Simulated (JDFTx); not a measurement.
surface: Cu(100)
bulk: Cu, Fm-3m, lattice of mp-30 (not re-optimised)
slab: 8 atoms in 4 planes, c(2×2), 5.5 Å between the outermost planes
in-plane cell: 3.577 × 3.577 Å, 12.80 Å²
cell height: 24.4 Å
sampling: 6×6×1 k mesh, Fermi smearing 0.01 Ha, no spin polarisation

Adsorbate: O on both faces at 0.50 monolayer, started bridge and relaxed in vacuum, keeping the symmetry of the start.

Level of theory: RPBE, GBRV ultrasoft potentials made for PBE, plane waves to 20/100 Ha; code: JDFTx (a modified build). The adsorption energy per O is [E(slab + 2 O) − E(slab)]/2 − (E(H2O) − E(H2)), with the gas molecules relaxed at the same level and slab energies taken as (E + F)/2, the usual estimate of zero smearing. In reaction energies these potentials put H₂ about 0.03 eV too high against large-basis PBE. Energies are static: no zero-point or thermal terms. Both faces are alike, and the cell allows no reconstruction beyond its size.

Problem. Predict the adsorption energy and the geometry, and the change of the work function.

Solution. 1.82 eV. O sits 1.25 Å above the highest substrate atom, bound to 2 Cu at 1.82 Å. The work function goes from 4.45 to 7.27 eV. In CANDLE, water, 1 M KCl, at zero charge, the adsorption energy is 1.81 eV and the potential of zero charge moves from -0.31 to 2.56 V vs SHE (4.44 V convention).
